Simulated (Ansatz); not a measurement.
The cell below belongs to a search over invented structures; it isn't taken from experiment.

Input and command of a plane-wave DFT calculation in Ansatz:

```yaml
crystal:
  lattice:
    - [3.6389659266, 2.1009579573, 3.3910433503]
    - [-3.6389659266, 2.1009579573, 3.3910433503]
    - [0.0, -4.2019159146, 3.3910433503]
  atoms:
    - { symbol: Al, position: [0.25, 0.25, 0.25] }
    - { symbol: Al, position: [0.75, 0.75, 0.75] }
    - { symbol: Al, position: [0.6354420617, 0.8645579383, 0.25] }
    - { symbol: Al, position: [0.25, 0.6354420617, 0.8645579383] }
    - { symbol: Al, position: [0.8645579383, 0.25, 0.6354420617] }
    - { symbol: Al, position: [0.3645579383, 0.1354420617, 0.75] }
    - { symbol: Al, position: [0.75, 0.3645579383, 0.1354420617] }
    - { symbol: Al, position: [0.1354420617, 0.75, 0.3645579383] }
    - { symbol: Co, position: [0.0, 0.0, 0.0], spin: 0.19 }
    - { symbol: Co, position: [0.5, 0.5, 0.5], spin: 0.19 }
basis:
  ecutwfc: 420
kpoints:
  mp_grid: { grid: [6, 6, 6] }
hamiltonian:
  xc: pbe
scf:
  occupations: { method: gaussian, width: 0.1 }
output:
  forces: true
  stress: true
  eigenvalues: true
  populations: true
magnetization:
  spin_polarized: true
relax:
  adjacent_minimum: "off"
  f_tol: 0.01
  max_steps: 80
  cell: { stress_tol: 0.05 }
```

```bash
ansatz run input.yaml --threads 1 --pin off --max-ram 2560MiB --backend cpu --events-out ev --progress --plain --runs-dir out
```

Processor: Intel(R) Xeon(R) Platinum 8488C (Sapphire Rapids), 1 thread, on a host shared with other jobs.

**Question.** Estimate time, memory and problem size.

**Answer.** About 87 s, peak memory 0.66 GiB. It solves 40 bands at 32 k points (after reduction by symmetry) with about 2999 plane waves (on the last cell), in 37 SCF iterations over 4 ionic steps.
